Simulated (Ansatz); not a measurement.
## Formation energy of SrCd (CsCl-type structure)

Method: PBEsol, scalar-relativistic; no spin polarisation; PAW, 420 eV, 8×8×8 k-mesh, Gaussian smearing of 0.05 eV; code Ansatz; PAW files: Ansatz's generated set soft_2.

The start was a prototype's sites filled with these elements; the Crystallography Open Database holds the compound in this structure.

The structure is cubic, space group Pm-3m (No. 221). Conventional cell: a = 3.973 Å, b = 3.973 Å, c = 3.973 Å, α = 90.00°, β = 90.00°, γ = 90.00°. Around Sr (site symmetry m-3m) lie 8 Cd at 3.44 Å. Around Cd (site symmetry m-3m) lie 8 Sr at 3.44 Å. (Shells end 15 % past the nearest neighbour.)

The elements were computed in their standard states with the same datasets, cutoff and functional. Absolute energies hang on the potentials; compare differences alone.

Energy of the relaxed cell (2 atoms, smearing extrapolated to zero): -11676.896 eV. Elements, in eV/atom: Sr -3492.213, Cd -8184.065.

Task: What is the formation energy?

Result: [-11676.896 − (1 × -3492.213 + 1 × -8184.065)] / 2 = -0.31 eV/atom, or -30 kJ per mole of atoms.

The value is for 0 K, without zero-point energy. A negative value shows stability against the elements alone, not against other compounds or structures.
